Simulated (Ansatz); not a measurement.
# Zincblende alloy of ZnS and MgS (12 of 32 Zn sites exchanged), 64 atoms

Ansatz, PAW, plane waves. PBEsol relaxation of volume and atoms (shape held) at the single k point (¼, ¼, ¼) without its symmetry partners; single points on the relaxed atoms at the single k point (¼, ¼, ¼) without its symmetry partners, onto which points of the small cell's zone fold. Arrangement: quasirandom. No spin–orbit coupling unless named.

Relaxed structure:

```yaml
crystal:
  lattice:
    - [10.93237, 0.00000, 0.00000]
    - [0.00000, 10.93237, 0.00000]
    - [0.00000, 0.00000, 10.93237]
  atoms:
    - { symbol: Zn, position: [0.00047, 0.99886, 0.00061] }
    - { symbol: Zn, position: [0.00254, 0.99603, 0.49807] }
    - { symbol: Zn, position: [0.00348, 0.50269, 0.00263] }
    - { symbol: Zn, position: [0.49906, 0.99923, 0.99789] }
    - { symbol: Zn, position: [0.49849, 0.99885, 0.50432] }
    - { symbol: Zn, position: [0.49704, 0.50039, 0.99560] }
    - { symbol: Zn, position: [0.25011, 0.25287, 0.99820] }
    - { symbol: Zn, position: [0.24991, 0.24667, 0.50154] }
    - { symbol: Zn, position: [0.24863, 0.75113, 0.50401] }
    - { symbol: Zn, position: [0.75196, 0.75186, 0.99989] }
    - { symbol: Zn, position: [0.75197, 0.75597, 0.50034] }
    - { symbol: Zn, position: [0.25140, 0.99996, 0.74870] }
    - { symbol: Zn, position: [0.24678, 0.49887, 0.24922] }
    - { symbol: Zn, position: [0.25118, 0.50025, 0.75179] }
    - { symbol: Zn, position: [0.75402, 0.99704, 0.25017] }
    - { symbol: Zn, position: [0.00474, 0.24776, 0.24722] }
    - { symbol: Zn, position: [0.99806, 0.75176, 0.25085] }
    - { symbol: Zn, position: [0.00280, 0.75250, 0.75073] }
    - { symbol: Zn, position: [0.49230, 0.24803, 0.75241] }
    - { symbol: Zn, position: [0.49898, 0.75204, 0.74960] }
    - { symbol: Mg, position: [0.00504, 0.50292, 0.49822] }
    - { symbol: Mg, position: [0.49429, 0.50164, 0.50360] }
    - { symbol: Mg, position: [0.24792, 0.74777, 0.99632] }
    - { symbol: Mg, position: [0.74981, 0.24723, 0.00113] }
    - { symbol: Mg, position: [0.75014, 0.24501, 0.49801] }
    - { symbol: Mg, position: [0.24624, 0.00076, 0.25135] }
    - { symbol: Mg, position: [0.74783, 0.99462, 0.74982] }
    - { symbol: Mg, position: [0.75285, 0.50310, 0.24591] }
    - { symbol: Mg, position: [0.74881, 0.50520, 0.75318] }
    - { symbol: Mg, position: [0.00653, 0.24846, 0.75118] }
    - { symbol: Mg, position: [0.49631, 0.24845, 0.24800] }
    - { symbol: Mg, position: [0.50126, 0.75209, 0.24991] }
    - { symbol: S, position: [0.12315, 0.12847, 0.11749] }
    - { symbol: S, position: [0.12917, 0.11778, 0.61940] }
    - { symbol: S, position: [0.12042, 0.62365, 0.13151] }
    - { symbol: S, position: [0.13065, 0.62912, 0.63236] }
    - { symbol: S, position: [0.62479, 0.11379, 0.12616] }
    - { symbol: S, position: [0.61507, 0.12500, 0.62853] }
    - { symbol: S, position: [0.62400, 0.62488, 0.11368] }
    - { symbol: S, position: [0.62516, 0.63691, 0.62343] }
    - { symbol: S, position: [0.37001, 0.38103, 0.11976] }
    - { symbol: S, position: [0.36681, 0.36934, 0.63029] }
    - { symbol: S, position: [0.37563, 0.87922, 0.12025] }
    - { symbol: S, position: [0.37435, 0.87422, 0.62610] }
    - { symbol: S, position: [0.88506, 0.37409, 0.12425] }
    - { symbol: S, position: [0.87604, 0.37544, 0.62568] }
    - { symbol: S, position: [0.87644, 0.87428, 0.12431] }
    - { symbol: S, position: [0.88127, 0.87168, 0.62167] }
    - { symbol: S, position: [0.37483, 0.12279, 0.38398] }
    - { symbol: S, position: [0.37203, 0.12346, 0.87650] }
    - { symbol: S, position: [0.36390, 0.62651, 0.37424] }
    - { symbol: S, position: [0.37913, 0.62202, 0.86799] }
    - { symbol: S, position: [0.88311, 0.11903, 0.36890] }
    - { symbol: S, position: [0.87875, 0.11916, 0.87683] }
    - { symbol: S, position: [0.87382, 0.63470, 0.37578] }
    - { symbol: S, position: [0.88237, 0.63137, 0.88053] }
    - { symbol: S, position: [0.13071, 0.36755, 0.37115] }
    - { symbol: S, position: [0.12962, 0.38223, 0.87947] }
    - { symbol: S, position: [0.12185, 0.86826, 0.37852] }
    - { symbol: S, position: [0.12197, 0.88099, 0.87048] }
    - { symbol: S, position: [0.62412, 0.37731, 0.37372] }
    - { symbol: S, position: [0.61552, 0.37249, 0.87425] }
    - { symbol: S, position: [0.62928, 0.88177, 0.38055] }
    - { symbol: S, position: [0.61965, 0.86936, 0.87951] }
```

(1) What are the mean bond lengths by pair (pairs within 1.2 times the sum of covalent radii, less contacts 15 % beyond the pair's median; cation–cation pairs of compounds aside; long ionic contacts are cut short by that bound)?

(2) What gap lies between the top filled and the lowest empty level in the single points?

Results:

(1) Mg–S 2.429 ± 0.012 Å (standard deviation, 48 bonds); S–Zn 2.332 ± 0.010 Å (standard deviation, 80 bonds).

(2) r²SCAN 4.00 eV (11 s on NVIDIA H100). Away from Γ this isn't the crystal's band gap.
